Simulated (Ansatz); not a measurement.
Here is the system:

SnGe:
```yaml
crystal:
  lattice:
    - [0.00000, 2.90103, 2.90103]
    - [2.90103, 0.00000, 2.90103]
    - [2.90103, 2.90103, 0.00000]
  atoms:
    - { symbol: Ge, position: [0.00000, 0.00000, 0.00000] }
    - { symbol: Sn, position: [0.50000, 0.50000, 0.50000] }
```

This is the PBE-relaxed structure.

Task: All from the program Ansatz at the PBE level (PAW), unless another level is named. Give the electronic character.

Result: metallic (no gap).

Task: Predict the density of states at the Fermi level.

Result: 0.54 states/eV per atom (mean over ±0.08 eV).

Task: What about the gap with spin–orbit coupling?

Result: none (metallic).

Space group Fm-3m (rock salt). A made-up cell: these elements were put on the sites of a structure type; neither database checked (COD, Materials Project) lists it. Whether it is the stable phase at ambient conditions was not checked. The PBE relaxation kept the symmetry of its start; of distortions, only those at the zone centre were tested. Spin–orbit coupling is left out wherever it is not named.

Potentials: the later of the program's two PAW sets.
